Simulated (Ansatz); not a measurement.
LaSi3Ru:
Space group I4mm (No. 107); a = b = 4.2621 Å, c = 9.9722 Å, α = β = γ = 90.00°

| atom | site | symmetry | x | y | z |
|---|---|---|---|---|---|
| La | 2a | 4mm | 0.0000 | 0.0000 | 0.9990 |
| Si | 2a | 4mm | 0.0000 | 0.0000 | 0.4181 |
| Si | 4b | 2mm. | 0.0000 | 0.5000 | 0.2607 |
| Ru | 2a | 4mm | 0.0000 | 0.0000 | 0.6556 |
(The calculation used a cell of 5 atoms; values per cell refer to that cell.)

Relaxed with r²SCAN.

Q: Which orbitals make up the states near the Fermi level in the program Ansatz at the r²SCAN level (PAW)?

A: Within 0.5 eV of the Fermi level: Si 3p 35 %, Ru 4d 29 %, La 5d 16 %, Si 3s 8 %, La 4f 5 %. Projections are on Löwdin-orthogonalised atomic valence shells; empty p or d shells of many metals are not among them.

Q: Tabulate the density of states.

A: States/eV per cell of 5 atoms, in 0.25 eV bins, energy from the Fermi level.

```tsv
E (eV)	total	La 4f	Si 3p	Ru 4d
-7.85	1.30	0.01	0.27	0.12
-7.60	1.55	0.01	0.32	0.13
-7.35	1.29	0.01	0.27	0.12
-7.10	1.22	0.01	0.24	0.13
-6.85	1.75	0.01	0.33	0.23
-6.60	1.78	0.01	0.30	0.29
-6.35	1.32	0.01	0.22	0.22
-6.10	0.85	0.01	0.14	0.13
-5.85	0.23	0.00	0.04	0.04
-5.60	0.05	0.00	0.03	0.01
-5.35	0.28	0.00	0.17	0.04
-5.10	0.74	0.00	0.43	0.13
-4.85	2.24	0.01	1.31	0.51
-4.60	2.58	0.01	1.49	0.71
-4.35	3.43	0.02	1.70	1.16
-4.10	4.18	0.02	2.01	1.45
-3.85	3.38	0.02	1.46	1.42
-3.60	3.68	0.02	1.44	1.69
-3.35	3.46	0.02	1.42	1.43
-3.10	3.99	0.02	1.54	1.71
-2.85	2.13	0.01	0.78	1.02
-2.60	2.54	0.02	0.87	1.31
-2.35	3.84	0.03	1.13	2.10
-2.10	6.80	0.05	1.57	3.92
-1.85	4.33	0.04	1.28	2.13
-1.60	3.67	0.05	1.33	1.60
-1.35	3.67	0.06	1.30	1.57
-1.10	2.55	0.05	0.84	1.00
-0.85	4.38	0.11	1.46	1.47
-0.60	2.24	0.06	0.74	0.73
-0.35	2.12	0.07	0.67	0.70
-0.10	1.92	0.09	0.62	0.59
0.15	1.52	0.09	0.54	0.41
0.40	1.54	0.11	0.61	0.34
0.65	1.55	0.13	0.59	0.35
0.90	1.81	0.16	0.62	0.38
1.15	1.69	0.18	0.55	0.28
1.40	1.58	0.23	0.48	0.21
1.65	1.98	0.36	0.56	0.21
1.90	2.06	0.47	0.50	0.20
2.15	2.75	0.81	0.48	0.27
2.40	3.77	1.50	0.57	0.32
2.65	8.40	5.03	0.85	0.57
2.90	18.29	14.79	0.81	0.69
3.15	15.12	13.34	0.39	0.34
```

The first step of the workflow began from a Materials Project structure, measured or hypothetical; the Crystallography Open Database copy checked does not list it. Its standing as an ambient phase is unchecked. The r²SCAN relaxation kept the symmetry of its start; whether a distortion lowers the energy is not shown. No spin polarisation was allowed. Scalar-relativistic: spin–orbit coupling is off unless named, which matters more the heavier the elements.

Potentials: the later of the program's two PAW sets.
